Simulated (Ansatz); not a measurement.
# Cr$_{2}$B$_{3}$: ideal shear of a crystal plane

The calculation used DFT PBEsol, scalar-relativistic, plane waves, PAW (Ansatz). Settings: plane waves to 420 eV, k-mesh 13×13×3 (Γ-centred), Gaussian smearing 0.15 eV. No spin polarisation. A magnetic state may lie lower. Energies are free energies at this smearing, counted from the undisturbed cell; pressure is positive in compression.

Reference structure (relaxed at this level; with this scan's settings it stands at 0.1 GPa; it needn't be the usual structure):

```xyz
20
Lattice="-2.8939 0.0000 0.0000 0.0000 0.0000 -2.9288 0.0000 -18.0425 0.0000" Properties=species:S:1:pos:R:3 pbc="T T T"
Cr    0.0000   -0.8479   -0.7322
Cr   -1.4470   -9.8692   -0.7322
Cr    0.0000   -8.1734   -2.1966
Cr   -1.4470  -17.1946   -2.1966
Cr    0.0000   -5.8075   -0.7322
Cr   -1.4470  -14.8287   -0.7322
Cr    0.0000   -3.2138   -2.1966
Cr   -1.4470  -12.2351   -2.1966
B     0.0000  -13.1046   -0.7322
B    -1.4470   -4.0833   -0.7322
B     0.0000  -13.9592   -2.1966
B    -1.4470   -4.9379   -2.1966
B     0.0000  -16.6526   -0.7322
B    -1.4470   -7.6313   -0.7322
B     0.0000  -10.4112   -2.1966
B    -1.4470   -1.3899   -2.1966
B     0.0000  -11.3844   -0.7322
B    -1.4470   -2.3631   -0.7322
B     0.0000  -15.6794   -2.1966
B    -1.4470   -6.6582   -2.1966
```

The cut lies on the cell's a–b face, a (0 -1 0) plane (indices in the standard cell, whose axes needn't be the Cartesian ones shown) of area 8.48 Å², between layers 1.70 Å apart. Vector c is tilted by f times 0·a + 1·b (length 2.929 Å) with the atoms' Cartesian places fixed: one unrelaxed fault a cell. The traction is dγ/du, the slope of γ against the slip u in Å. Some rows repeat others by symmetry and weren't run.

```csv
f,γ (mJ/m²),traction (GPa)
0.0000,0,0.0
0.1000,337,22.2
0.2000,1244,38.4
0.3000,2466,42.5
0.4000,3556,28.2
0.5000,3988,0.0
0.6000,3556,-28.2
0.7000,2466,-42.5
0.8000,1244,-38.4
0.9000,337,-22.2
```

**Question.** Read off the first barrier and the stress needed to climb it, and compare with Frenkel's sinusoid.

**Answer.** The first sampled maximum lies at f = 0.500, a slip of 1.46 Å, with γ ≈ 3988 mJ/m², which stands in for the unstable fault energy γ_us, and the steepest sampled slope before it is 42.5 GPa. A sinusoid γ = γ_us sin²(πu/λ) with its maximum there has λ = 2.93 Å and a largest slope πγ_us/λ = 42.8 GPa (1 mJ/m² per Å = 0.01 GPa).

**Question.** Is there a metastable fault on this line?

**Answer.** Apart from points where γ returns to about zero, no local minimum shows among the samples, so at this sampling the line offers no fault for a dislocation to split on; a fault can still lie off the line.

The cut is rigid; relaxing the faces lowers these energies and usually the stresses.

In a metal these slopes depend on the k mesh and the smearing.

Cost: 6 runs of about 14 core-minutes in all, on Arm Neoverse V1 (shared hosts).